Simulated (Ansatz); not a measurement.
## Si, first-principles data

Si:
```cif
data_Si7
_chemical_formula_sum 'Si7'
_space_group_name_H-M_alt 'P-43m'
_space_group_IT_number 215
_space_group_name_Hall 'P -4 2 3'
_cell_length_a 5.29368
_cell_length_b 5.29368
_cell_length_c 5.29368
_cell_angle_alpha 90.000
_cell_angle_beta 90.000
_cell_angle_gamma 90.000
loop_
_atom_site_label
_atom_site_type_symbol
_atom_site_symmetry_multiplicity
_atom_site_Wyckoff_symbol
_atom_site_fract_x
_atom_site_fract_y
_atom_site_fract_z
_atom_site_occupancy
Si1 Si 4 e 0.23550 0.23550 0.23550 1
Si2 Si 3 c 0.00000 0.50000 0.50000 1
```

Space group P-43m (No. 215); conventional cell a = 5.2937 Å, b = 5.2937 Å, c = 5.2937 Å, α = 90.00°, β = 90.00°, γ = 90.00°.

Method: plane-wave PAW PBE (Ansatz code). Geometry: relaxed at this level of theory. Other levels are named where they apply.

### Cell and energy

```json
{
 "volume_per_atom": "21.19 Å³",
 "density": "2.20 g/cm³"
}
```

### Electronic structure

```json
{
  "electronic_character": "metallic (no gap)",
  "Density of states at the Fermi level": "0.39 states/eV per atom (mean over ±0.08 eV)"
}
```

The start of the workflow was typed in or built on a structure type; neither database checked (COD, Materials Project) lists it. It is not the phase usual at ambient conditions (space group No. 227). The cell was relaxed with PBE under the symmetry of its start; whether a distortion lowers the energy is not shown.

Potentials: the later of the program's two PAW sets.
